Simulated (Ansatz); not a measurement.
WP2 (space group Cmc2_1)

```
WP2
1.0
    1.56611    -5.54066     0.00000
    1.56611     5.54066     0.00000
    0.00000     0.00000     4.93136
P W
4 2
Cartesian
  1.56611   4.76482   1.88665
  1.56611  -4.76482   4.35233
  1.56611  -3.29210   0.98875
  1.56611   3.29210   3.45443
  1.56611   1.03361   2.46527
  1.56611  -1.03361   4.93095
```

The slice is a (010) plane (indices of the conventional cell) through the point (0.930, 0.070, 0.883) (fractional), spanned by u = [110] and v = [001] in vectors of this cell: u (3.13 Å) and v (4.93 Å, at 90° to u). It covers one period; positions are fractions (u, v).

All values below come from LDA (plane waves to 420 eV, PAW, scalar-relativistic; Ansatz, a first-principles code). k mesh 15×15×10. Near the nuclei the fields are pseudised (PAW); where an atom keeps semicore shells as valence, they peak there. Spin-orbit coupling is left out, though W is heavy. WP2 is run without spin polarisation. WP2 was relaxed with its symmetry unable to fall.

**Question.** Predict the map of the electrostatic potential energy of an electron, from the cell's mean on the slice.

**Answer.** 
```
|xxxxx.+##+.xxxx|
|xxxx :+**+: xxx|
|xxxx :----: xxx|
|xx            x|
|               |
|=-.  xxxxxx  .-|
|+=. xxxxxxxx .=|
|+=  xxxxxxxx  =|
|+-  xxxxxxxx  -|
|+=  xxxxxxxx  =|
|+=  xxxxxxxx  =|
|*+:  xxxxxx  :+|
|#*=.  xxxx  .=*|
|##*=:      :=*#|
|###*+=::::=+*##|
|###%###**###%##|
|**#%%@@@@@@%%#*|
|==*#%@@@@@@%#*=|
|  :=#%@@@@%#=: |
|xx  =#%@@%#=  x|
|xxxx +%@@%+ xxx|
|xxxx -#%%#- xxx|
|xxxxx.*%%*.xxxx|
|xxxxx +##+ xxxx|
```
Scale: ten equal steps from 5.00 (start of ' ') to 13.25 (end of '@'), in the order ' .:-=+*#%@'. Values: electrostatic potential energy of an electron, from the cell's mean, in eV. The map has 15 points along u (one character each, u = 0 at the left) and 24 along v (v = 0 in the bottom row). Points within 0.9 Å of a nucleus are blanked (x), as the pseudised field means little there. Values under 5 eV are set to 5. The zero, the cell's mean, hangs on the PAW cores.
